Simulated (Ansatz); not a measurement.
Bi$_{2}$Te$_{3}$ (Bi2Te3 type, space group R-3m)

```
Bi2Te3
1.0
    2.19356     1.26645    10.09527
   -2.19356     1.26645    10.09527
    0.00000    -2.53291    10.09527
Bi Te
2 3
Direct
  0.40015   0.40015   0.40015
  0.59985   0.59985   0.59985
  0.00000   0.00000   0.00000
  0.20935   0.20935   0.20935
  0.79065   0.79065   0.79065
```

Two coordinates are scanned: the volume, and the ratio of the stretch along z (the conventional c axis) to the stretch across it. Atoms keep their fractional coordinates.

Calculation: PBE-D3(BJ) (plane waves to 420 eV, PAW, scalar-relativistic; Ansatz, a first-principles code). k mesh 9×9×9 (Γ-centred), Fermi-Dirac smearing 0.05 eV. Stress and pressure are positive under compression. As the atoms are clamped, bonds stretch with the cell, which overstates energies and stresses. Bi2Te3 was relaxed with its symmetry unable to fall. Spin-orbit coupling is left out, though Bi and Te are heavy.

At one point of the scan the stress tensor (GPa) is:

```
   0.69     0.00     0.00
   0.00     0.69     0.00
   0.00     0.00    -2.04
```

### Question
Which point is it?
A) V/V₀ = 1.020, (c/a)/(c/a)₀ = 1.040
B) V/V₀ = 1.000, (c/a)/(c/a)₀ = 1.040
C) V/V₀ = 1.000, (c/a)/(c/a)₀ = 1.080
D) V/V₀ = 0.980, (c/a)/(c/a)₀ = 1.040

### Answer
C, V/V₀ = 1.000, (c/a)/(c/a)₀ = 1.080

(Under strain, the slope of the energy per volume gives the stress and its curvature an elastic modulus.)
